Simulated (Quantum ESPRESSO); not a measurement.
# Si3F4O4: one run as intended and one with a planted mistake

Simulated, not a measurement. The program is pw.x of Quantum ESPRESSO 7.5 (plane-wave density functional theory). The cell is made up: 11 atoms on a rutile lattice with one site empty, with randomly drawn elements, strain and displacements, not relaxed. PseudoDojo standard norm-conserving files (v0.5 for PBE, v0.4.1 for LDA and PBEsol) set the functional; there is no spin polarisation, spin-orbit coupling or dispersion term, and the masses in the input are unused placeholders.

Intended input:

```
&control calculation='scf', pseudo_dir='./dojo.nc.sr.pbe.v0_5.standard.upf', outdir='./o', disk_io='low', tprnfor=.true., tstress=.true. /
&system ibrav=0, nat=11, ntyp=3, nbnd=38, ecutwfc=84.00895049, nosym=.true., tot_charge=0,
 occupations='smearing', smearing='fd', degauss=0.0018374661
/
&electrons conv_thr=7.350e-09, electron_maxstep=60, /
ATOMIC_SPECIES
F 1.0 F.upf
O 1.0 O.upf
Si 1.0 Si.upf
CELL_PARAMETERS angstrom
4.3202 0.0 0.0
0.0 4.3202 0.0
0.0 0.0 5.5012
ATOMIC_POSITIONS angstrom
Si -0.0044 -0.002 0.0417
Si 2.1526 2.1457 1.3688
Si 2.1568 2.1818 4.1309
F 1.3459 1.3489 -0.0044
O 2.9988 2.9841 -0.0462
F 3.498 0.8325 1.382
O 0.8162 3.4406 1.3781
O 1.3088 1.301 2.7271
F 2.9711 3.0033 2.7629
F 3.4777 0.8267 4.1512
O 0.882 3.4604 4.1033
K_POINTS automatic
5 5 4 1 1 1
```

The log is shortened where brackets say so; the opening notice, blank lines, dates and the lines on written files are dropped, and the path of the files is cut. It prints rydbergs, bohrs and kilobars, and counts compression as positive stress. Where no state is partly filled, the Fermi energy that it prints is only some level between the filled and the empty states on the mesh, and need not lie in the true gap.

Log of the intended run:

```
     Program PWSCF v.7.5
     Parallel version (MPI & OpenMP), running on       4 processor cores
     Number of MPI processes:                 4
     Threads/MPI process:                     1
     [start-up lines left out]
     bravais-lattice index     =            0
     lattice parameter (alat)  =       8.1640  a.u.
     unit-cell volume          =     692.8859 (a.u.)^3
     number of atoms/cell      =           11
     number of atomic types    =            3
     number of electrons       =        64.00
     number of Kohn-Sham states=           38
     kinetic-energy cutoff     =      84.0090  Ry
     charge density cutoff     =     336.0358  Ry
     scf convergence threshold =      7.3E-09
     mixing beta               =       0.7000
     number of iterations used =            8  plain     mixing
     Exchange-correlation= PBE
                           (   1   4   3   4   0   0   0)
     [axes and pseudopotential details left out]
   Cartesian axes
     site n.     atom                  positions (alat units)
         1        Si     tau(   1) = (  -0.0010185  -0.0004629   0.0096523  )
         2        Si     tau(   2) = (   0.4982640   0.4966668   0.3168372  )
         3        Si     tau(   3) = (   0.4992361   0.5050229   0.9561826  )
         4        F      tau(   4) = (   0.3115365   0.3122309  -0.0010185  )
         5        O      tau(   5) = (   0.6941345   0.6907319  -0.0106939  )
         6        F      tau(   6) = (   0.8096847   0.1926994   0.3198926  )
         7        O      tau(   7) = (   0.1889264   0.7963983   0.3189899  )
         8        O      tau(   8) = (   0.3029489   0.3011435   0.6312439  )
         9        F      tau(   9) = (   0.6877228   0.6951761   0.6395306  )
        10        F      tau(  10) = (   0.8049859   0.1913569   0.9608814  )
        11        O      tau(  11) = (   0.2041572   0.8009814   0.9497940  )
     number of k points=    50  Fermi-Dirac smearing, width (Ry)=  0.0018
                       cart. coord. in units 2pi/alat
        k(    1) = (   0.1000000   0.1000000   0.0981649), wk =   0.0400000
        k(    2) = (   0.1000000   0.1000000   0.2944948), wk =   0.0400000
     [further k points left out]
     Dense  grid:    72113 G-vectors     FFT dimensions: (  48,  48,  64)
     Estimated max dynamical RAM per process >     165.03 MB
     Estimated total dynamical RAM >     607.30 MB
     Initial potential from superposition of free atoms
     starting charge      63.9981, renormalised to      64.0000
     Starting wfcs are   44 randomized atomic wfcs
     total cpu time spent up to now is        3.5 secs
     per-process dynamical memory:   132.6 Mb
     Self-consistent Calculation
     iteration #  1     ecut=    84.01 Ry     beta= 0.70
     Davidson diagonalization with overlap
     ethr =  1.00E-02,  avg # of iterations =  2.0
     total cpu time spent up to now is        9.7 secs
     total energy              =    -354.23427485 Ry
     estimated scf accuracy    <       2.41540273 Ry
     iteration #  2     ecut=    84.01 Ry     beta= 0.70
     Davidson diagonalization with overlap
     ethr =  3.77E-03,  avg # of iterations =  3.0
     total cpu time spent up to now is       16.1 secs
     total energy              =    -354.06993815 Ry
     estimated scf accuracy    <       5.19436639 Ry
     [iterations 3 to 10 left out]
     iteration # 11     ecut=    84.01 Ry     beta= 0.70
     Davidson diagonalization with overlap
     ethr =  5.24E-10,  avg # of iterations =  2.0
     total cpu time spent up to now is       65.3 secs
     total energy              =    -355.33622336 Ry
     estimated scf accuracy    <       0.00000006 Ry
     iteration # 12     ecut=    84.01 Ry     beta= 0.70
     Davidson diagonalization with overlap
     ethr =  8.75E-11,  avg # of iterations =  2.0
     total cpu time spent up to now is       70.4 secs
     End of self-consistent calculation
     [lines on levels left out]
     the Fermi energy is     8.8463 ev
!    total energy              =    -355.33622336 Ry
     estimated scf accuracy    <          6.0E-09 Ry
     smearing contrib. (-TS)   =      -0.00000000 Ry
     internal energy E=F+TS    =    -355.33622336 Ry
     The total energy is F=E-TS. E is the sum of the following terms:
     one-electron contribution =     -94.75578273 Ry
     hartree contribution      =      90.86343674 Ry
     xc contribution           =     -87.50706985 Ry
     ewald contribution        =    -263.93680753 Ry
     convergence has been achieved in  12 iterations
     Forces acting on atoms (cartesian axes, Ry/au):
     atom    1 type  3   force =     0.09959775   -0.28891558   -0.03298084
     atom    2 type  3   force =    -0.12156295    0.14853282    0.18492361
     atom    3 type  3   force =    -0.12490366    0.13473401   -0.19910048
     atom    4 type  1   force =    -0.01162264   -0.05000939    0.00335532
     atom    5 type  2   force =    -0.00220277   -0.05145788    0.04556174
     atom    6 type  1   force =    -0.02748146    0.03397291   -0.07405548
     atom    7 type  2   force =     0.03233543   -0.00813158   -0.10995847
     atom    8 type  2   force =     0.14316772    0.08061991    0.00052737
     atom    9 type  1   force =     0.02628451   -0.02232617   -0.01435513
     atom   10 type  1   force =    -0.01821529    0.03155050    0.07471428
     atom   11 type  2   force =     0.00460336   -0.00856954    0.12136809
     Total force =     0.563036     Total SCF correction =     0.000171
     Computing stress (Cartesian axis) and pressure
          total   stress  (Ry/bohr**3)                   (kbar)     P=      -92.26
  -0.00036347   0.00095245   0.00003125          -53.47      140.11        4.60
   0.00095245  -0.00049506   0.00000754          140.11      -72.83        1.11
   0.00003125   0.00000754  -0.00102303            4.60        1.11     -150.49
     init_run     :      3.24s CPU      3.36s WALL (       1 calls)
     electrons    :     66.62s CPU     66.89s WALL (       1 calls)
     forces       :      1.13s CPU      1.14s WALL (       1 calls)
     stress       :      3.89s CPU      3.89s WALL (       1 calls)
     [timing details left out]
     PWSCF        :   1m15.09s CPU   1m15.54s WALL
     JOB DONE.
```

A second run has one planted mistake: the files are those of another functional. The input lines that differ, file-writing options aside:

```
- &control calculation='scf', pseudo_dir='./dojo.nc.sr.pbe.v0_5.standard.upf', outdir='./o', disk_io='low', tprnfor=.true., tstress=.true. /
+ &control calculation='scf', pseudo_dir='./dojo.nc.sr.pbesol.v0_4_1.standard.upf', outdir='./o', disk_io='low', tprnfor=.true., tstress=.true. /
```

Its log:

```
     Program PWSCF v.7.5
     Parallel version (MPI & OpenMP), running on       4 processor cores
     Number of MPI processes:                 4
     Threads/MPI process:                     1
     [start-up lines left out]
     bravais-lattice index     =            0
     lattice parameter (alat)  =       8.1640  a.u.
     unit-cell volume          =     692.8859 (a.u.)^3
     number of atoms/cell      =           11
     number of atomic types    =            3
     number of electrons       =        64.00
     number of Kohn-Sham states=           38
     kinetic-energy cutoff     =      84.0090  Ry
     charge density cutoff     =     336.0358  Ry
     scf convergence threshold =      7.3E-09
     mixing beta               =       0.7000
     number of iterations used =            8  plain     mixing
     Exchange-correlation= PBESOL
                           (   1   4  10   8   0   0   0)
     [axes and pseudopotential details left out]
   Cartesian axes
     site n.     atom                  positions (alat units)
         1        Si     tau(   1) = (  -0.0010185  -0.0004629   0.0096523  )
         2        Si     tau(   2) = (   0.4982640   0.4966668   0.3168372  )
         3        Si     tau(   3) = (   0.4992361   0.5050229   0.9561826  )
         4        F      tau(   4) = (   0.3115365   0.3122309  -0.0010185  )
         5        O      tau(   5) = (   0.6941345   0.6907319  -0.0106939  )
         6        F      tau(   6) = (   0.8096847   0.1926994   0.3198926  )
         7        O      tau(   7) = (   0.1889264   0.7963983   0.3189899  )
         8        O      tau(   8) = (   0.3029489   0.3011435   0.6312439  )
         9        F      tau(   9) = (   0.6877228   0.6951761   0.6395306  )
        10        F      tau(  10) = (   0.8049859   0.1913569   0.9608814  )
        11        O      tau(  11) = (   0.2041572   0.8009814   0.9497940  )
     number of k points=    50  Fermi-Dirac smearing, width (Ry)=  0.0018
                       cart. coord. in units 2pi/alat
        k(    1) = (   0.1000000   0.1000000   0.0981649), wk =   0.0400000
        k(    2) = (   0.1000000   0.1000000   0.2944948), wk =   0.0400000
     [further k points left out]
     Dense  grid:    72113 G-vectors     FFT dimensions: (  48,  48,  64)
     Estimated max dynamical RAM per process >     165.03 MB
     Estimated total dynamical RAM >     607.30 MB
     Initial potential from superposition of free atoms
     starting charge      63.9982, renormalised to      64.0000
     Starting wfcs are   44 randomized atomic wfcs
     total cpu time spent up to now is        3.5 secs
     per-process dynamical memory:   132.6 Mb
     Self-consistent Calculation
     iteration #  1     ecut=    84.01 Ry     beta= 0.70
     Davidson diagonalization with overlap
     ethr =  1.00E-02,  avg # of iterations =  2.0
     total cpu time spent up to now is        9.3 secs
     total energy              =    -353.18645382 Ry
     estimated scf accuracy    <       2.26269485 Ry
     iteration #  2     ecut=    84.01 Ry     beta= 0.70
     Davidson diagonalization with overlap
     ethr =  3.54E-03,  avg # of iterations =  3.0
     total cpu time spent up to now is       15.3 secs
     total energy              =    -352.99838976 Ry
     estimated scf accuracy    <       5.10581989 Ry
     [iterations 3 to 11 left out]
     iteration # 12     ecut=    84.01 Ry     beta= 0.70
     Davidson diagonalization with overlap
     ethr =  9.67E-11,  avg # of iterations =  2.0
     total cpu time spent up to now is       69.3 secs
     total energy              =    -354.23220620 Ry
     estimated scf accuracy    <          7.7E-09 Ry
     iteration # 13     ecut=    84.01 Ry     beta= 0.70
     Davidson diagonalization with overlap
     ethr =  1.20E-11,  avg # of iterations =  3.0
     total cpu time spent up to now is       74.9 secs
     End of self-consistent calculation
     [lines on levels left out]
     the Fermi energy is     8.6719 ev
!    total energy              =    -354.23220620 Ry
     estimated scf accuracy    <          2.1E-09 Ry
     smearing contrib. (-TS)   =      -0.00000000 Ry
     internal energy E=F+TS    =    -354.23220620 Ry
     The total energy is F=E-TS. E is the sum of the following terms:
     one-electron contribution =     -94.31920076 Ry
     hartree contribution      =      90.03769094 Ry
     xc contribution           =     -86.01388885 Ry
     ewald contribution        =    -263.93680753 Ry
     convergence has been achieved in  13 iterations
     Forces acting on atoms (cartesian axes, Ry/au):
     atom    1 type  3   force =     0.09775304   -0.28511641   -0.03248502
     atom    2 type  3   force =    -0.12037396    0.14650745    0.18298551
     atom    3 type  3   force =    -0.12344255    0.13320971   -0.19702537
     atom    4 type  1   force =    -0.00924219   -0.04708813    0.00347749
     atom    5 type  2   force =    -0.00347641   -0.05200421    0.04476418
     atom    6 type  1   force =    -0.02711442    0.03359665   -0.07649259
     atom    7 type  2   force =     0.03215870   -0.00817222   -0.11124630
     atom    8 type  2   force =     0.14494318    0.08312628    0.00015228
     atom    9 type  1   force =     0.02183734   -0.02633799   -0.01379658
     atom   10 type  1   force =    -0.01834277    0.03137408    0.07723962
     atom   11 type  2   force =     0.00530005   -0.00909522    0.12242677
     Total force =     0.559495     Total SCF correction =     0.000099
     Computing stress (Cartesian axis) and pressure
          total   stress  (Ry/bohr**3)                   (kbar)     P=     -147.78
  -0.00073804   0.00095310   0.00003097         -108.57      140.21        4.56
   0.00095310  -0.00086902   0.00000756          140.21     -127.84        1.11
   0.00003097   0.00000756  -0.00140680            4.56        1.11     -206.95
     init_run     :      3.18s CPU      3.30s WALL (       1 calls)
     electrons    :     70.74s CPU     71.39s WALL (       1 calls)
     forces       :      1.12s CPU      1.12s WALL (       1 calls)
     stress       :      3.92s CPU      3.92s WALL (       1 calls)
     [timing details left out]
     PWSCF        :   1m19.20s CPU   1m20.02s WALL
     JOB DONE.
```

```
                                            intended run  run with the mistake
                          free energy (eV)     -4834.596             -4819.575
                    smearing term -TS (eV)        0.0000                0.0000
                            pressure (GPa)         -9.23                -14.78
            largest force component (eV/Å)         7.428                 7.331
largest change of a force component (eV/Å)                               0.114
                                iterations            12                    13
```

For scale, a rerun of the intended cell at a cutoff of 1437 eV and k mesh 7 x 7 x 6 moved values by no more than 0.003 eV in energy, 0.03 GPa in stress and 0.003 eV/Å in force. Files of another functional have another zero of energy, so the energy change says nothing on stability.